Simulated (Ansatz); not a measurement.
Values for one crystal, relaxed and computed with DFT-r²SCAN in the program Ansatz with PAW potentials; other levels are named.

- Volume per atom: 41.89 Å³
- Electronic character: metallic (no gap)
- Gap with spin–orbit coupling: none (metallic)
- Bulk modulus (Birch–Murnaghan fit): 33.7 GPa
- Density of states at the Fermi level: 0.55 states/eV per atom (mean over ±0.08 eV)
- Pressure derivative B′: 3.9
- Mechanical stability: unstable (C has a negative eigenvalue)

Q: Which compound is it?
(A) Ge, R-3 (Ge on 6c, Ge on 18f)
(B) Sb, diamond
(C) Si, Ia-3 (Si on 16c)
(D) B, fcc (Cu type)

A: B, Sb, diamond

Space group Fd-3m (diamond). The start of the workflow was typed in or built on a structure type; neither database checked (COD, Materials Project) lists it. It is not the phase usual at ambient conditions (space group No. 166). Symmetry was held in the r²SCAN relaxation. Spin–orbit coupling is left out wherever it is not named.

Potentials: the earlier of the program's two PAW sets.
